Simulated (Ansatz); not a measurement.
**Two inputs for TiO2 with Cr replacing Ti**

This input was run with Ansatz:

```yaml
crystal:
  lattice:
    - [4.5922, 4.5922, 0.0]
    - [-4.5922, 4.5922, 0.0]
    - [0.0, 0.0, 8.8722]
  atoms:
    - { symbol: Cr, position: [0.0, 0.0, 0.0], spin: 3.0 }
    - { symbol: Ti, position: [0.0, 0.0, 0.3333333333] }
    - { symbol: Ti, position: [0.0, 0.0, 0.6666666667] }
    - { symbol: Ti, position: [0.5, 0.5, 0.0] }
    - { symbol: Ti, position: [0.5, 0.5, 0.3333333333] }
    - { symbol: Ti, position: [0.5, 0.5, 0.6666666667] }
    - { symbol: Ti, position: [0.5, 0.0, 0.1666666667] }
    - { symbol: Ti, position: [0.5, 0.0, 0.5] }
    - { symbol: Ti, position: [0.5, 0.0, 0.8333333333] }
    - { symbol: Ti, position: [0.0, 0.5, 0.1666666667] }
    - { symbol: Ti, position: [0.0, 0.5, 0.5] }
    - { symbol: Ti, position: [0.0, 0.5, 0.8333333333] }
    - { symbol: O, position: [0.30496, 0.0, 0.0] }
    - { symbol: O, position: [0.30496, 0.0, 0.3333333333] }
    - { symbol: O, position: [0.30496, 0.0, 0.6666666667] }
    - { symbol: O, position: [0.80496, 0.5, 0.0] }
    - { symbol: O, position: [0.80496, 0.5, 0.3333333333] }
    - { symbol: O, position: [0.80496, 0.5, 0.6666666667] }
    - { symbol: O, position: [0.5, 0.30496, 0.1666666667] }
    - { symbol: O, position: [0.5, 0.30496, 0.5] }
    - { symbol: O, position: [0.5, 0.30496, 0.8333333333] }
    - { symbol: O, position: [0.0, 0.80496, 0.1666666667] }
    - { symbol: O, position: [0.0, 0.80496, 0.5] }
    - { symbol: O, position: [0.0, 0.80496, 0.8333333333] }
    - { symbol: O, position: [0.69504, 0.0, 0.0] }
    - { symbol: O, position: [0.69504, 0.0, 0.3333333333] }
    - { symbol: O, position: [0.69504, 0.0, 0.6666666667] }
    - { symbol: O, position: [0.19504, 0.5, 0.0] }
    - { symbol: O, position: [0.19504, 0.5, 0.3333333333] }
    - { symbol: O, position: [0.19504, 0.5, 0.6666666667] }
    - { symbol: O, position: [0.5, 0.69504, 0.1666666667] }
    - { symbol: O, position: [0.5, 0.69504, 0.5] }
    - { symbol: O, position: [0.5, 0.69504, 0.8333333333] }
    - { symbol: O, position: [0.0, 0.19504, 0.1666666667] }
    - { symbol: O, position: [0.0, 0.19504, 0.5] }
    - { symbol: O, position: [0.0, 0.19504, 0.8333333333] }
  symmetry: { detect: false }
magnetization:
  spin_polarized: true
total_charge: -1
kpoints:
  mp_grid: { grid: [3, 3, 2] }
scf:
  occupations: { method: fermi_dirac, width: 0.01 }
hamiltonian:
  xc: pbe
  pseudopotentials: { kind: paw }
  hubbard: { sites: [{ species: Ti, l: d, u_eff: 6.0 }], double_counting: fll }
output:
  forces: true
  stress: true
  populations: true
  efg:
    quadrupole_moments_barn: { Cr: -0.15, Ti: 0.247, O: -0.02558 }
    contact_densities: true
```

It converged. Of its output the block on the nuclei alone is shown, without the SCF iterations, energies, forces and stress (one atom of each set, the first 14 sets):

```
--- PAW observables at the nuclei: V_zz in 10²¹ V/m², potentials from the cell's mean, atoms counted from 1 ---
  atom   1  Cr V_zz =    +1.926516   η = 0.2806   by run symmetry: not_imposed   C_q = -6.9874 MHz
            electrostatic potential = -2859.219170 V   contact ρ = 76322.721778 e/Å³   contact ρ_s (e/Å³): all electrons -2.373976, valence +2.724964
  atom   2  Ti V_zz =    -2.913134   η = 0.3038   by run symmetry: not_imposed   C_q = -17.3985 MHz
            electrostatic potential = -2526.120207 V   contact ρ = 56796.189914 e/Å³   contact ρ_s (e/Å³): all electrons +0.118858, valence +0.183713
  atom   4  Ti V_zz =    -2.476106   η = 0.0014   by run symmetry: not_imposed   C_q = -14.7884 MHz
            electrostatic potential = -2525.871617 V   contact ρ = 56796.186090 e/Å³   contact ρ_s (e/Å³): all electrons +0.002943, valence +0.014048
  atom   5  Ti V_zz =    -2.671523   η = 0.1167   by run symmetry: not_imposed   C_q = -15.9555 MHz
            electrostatic potential = -2525.805059 V   contact ρ = 56796.143473 e/Å³   contact ρ_s (e/Å³): all electrons -0.003158, valence +0.014004
  atom   7  Ti V_zz =    -3.037824   η = 0.3613   by run symmetry: not_imposed   C_q = -18.1432 MHz
            electrostatic potential = -2526.104453 V   contact ρ = 56795.933471 e/Å³   contact ρ_s (e/Å³): all electrons +0.010166, valence +0.098795
  atom   8  Ti V_zz =    -2.970953   η = 0.3479   by run symmetry: not_imposed   C_q = -17.7438 MHz
            electrostatic potential = -2525.864908 V   contact ρ = 56796.141991 e/Å³   contact ρ_s (e/Å³): all electrons -0.007244, valence +0.005533
  atom  10  Ti V_zz =    -1.674482   η = 0.8846   by run symmetry: not_imposed   C_q = -10.0007 MHz
            electrostatic potential = -2526.137592 V   contact ρ = 56796.046723 e/Å³   contact ρ_s (e/Å³): all electrons +0.033884, valence +0.139467
  atom  11  Ti V_zz =    -2.615479   η = 0.0532   by run symmetry: not_imposed   C_q = -15.6208 MHz
            electrostatic potential = -2525.833171 V   contact ρ = 56796.186386 e/Å³   contact ρ_s (e/Å³): all electrons -0.007482, valence +0.002384
  atom  13  O  V_zz =    -4.627365   η = 0.7727   by run symmetry: not_imposed   C_q = +2.8621 MHz
            electrostatic potential = -625.652586 V   contact ρ = 2156.842849 e/Å³   contact ρ_s (e/Å³): all electrons -0.129073, valence -0.146625
  atom  14  O  V_zz =    -4.118573   η = 0.6081   by run symmetry: not_imposed   C_q = +2.5474 MHz
            electrostatic potential = -625.461734 V   contact ρ = 2156.630664 e/Å³   contact ρ_s (e/Å³): all electrons -0.010137, valence -0.015435
  atom  16  O  V_zz =    -4.677699   η = 0.5580   by run symmetry: not_imposed   C_q = +2.8933 MHz
            electrostatic potential = -625.544819 V   contact ρ = 2156.629275 e/Å³   contact ρ_s (e/Å³): all electrons -0.012992, valence -0.021013
  atom  17  O  V_zz =    -4.469833   η = 0.6033   by run symmetry: not_imposed   C_q = +2.7647 MHz
            electrostatic potential = -625.382767 V   contact ρ = 2156.600129 e/Å³   contact ρ_s (e/Å³): all electrons -0.003418, valence -0.007260
  atom  19  O  V_zz =    -4.441422   η = 0.5250   by run symmetry: not_imposed   C_q = +2.7471 MHz
            electrostatic potential = -625.399220 V   contact ρ = 2156.654995 e/Å³   contact ρ_s (e/Å³): all electrons -0.004671, valence -0.008106
  atom  20  O  V_zz =    -4.388886   η = 0.5774   by run symmetry: not_imposed   C_q = +2.7146 MHz
            electrostatic potential = -625.288625 V   contact ρ = 2156.611830 e/Å³   contact ρ_s (e/Å³): all electrons -0.001352, valence -0.002881
```

(1) Can these gradients be trusted, and how do they compare with a run on standard settings?

## Answers

(1) As results of these settings, within the limits told below. Against the standard input the change is `crystal.symmetry`: not typed → {detect: false}; `hamiltonian.hubbard`: not typed → {sites: [{species: Ti, l: d, u_eff: 6.0}], double_counting: fll}. A site carries the number of its first atom; V_zz in 10²¹ V/m².

```
site  V_zz standard  η standard  V_zz here  η here
  Cr           2.47        0.02       1.93    0.28
 Ti2          -2.54        0.32      -2.91    0.30
 Ti7          -2.44        0.46      -3.04    0.36
Ti10          -1.27        0.82      -1.67    0.88
 O13           3.71        0.52      -4.63    0.77
 O14           2.29        0.91      -4.12    0.61
 O16          -2.61        0.92      -4.68    0.56
 O17          -2.51        1.00      -4.47    0.60
 O19           2.39        0.98      -4.44    0.52
 O20           2.42        0.99      -4.39    0.58
 O22           3.15        0.93      -4.82    0.47
 O23           2.48        0.80      -4.13    0.71
```

The largest change of V_zz along a kept axis is on O16, from -2.61 to -4.68. In per cent, |V_zz| changes by -22 on Cr, +15 to +32 on Ti, +78 to +79 on O (all sites that start above 0.5, bar those whose gradient vanishes or changes sign or whose main axis turns by over 40°). Where |V_zz| stays above 0.1 and the axes keep their order, η moves most on O17, from 1.00 to 0.60. On O13, O22, O23, O20, O19, O14 the largest principal value lies along another axis in the second run, so the two V_zz can't be compared directly. The table leaves out 4 of the 16 sites, with |V_zz| up to 2.98; their tensors move by 0.54 at most along any direction. The statements above cover all sites. Its pressure is 9 GPa, against 3 GPa in the reference run. SCF iterations: 15 and 15.

On the reference run: The defect repeats with the cell of 36 atoms, so it feels its images: sites between two images don't show the values beside a lone defect, and zeros or small values of η there can come from the images' arrangement. O and Ti carry a gradient in the pure host already, so the values there aren't the defect's effect alone. A uniform background compensates the cell's charge. The neighbours have not yet relaxed around the defect (largest force 1.3 eV/Å), so a real crystal will differ.
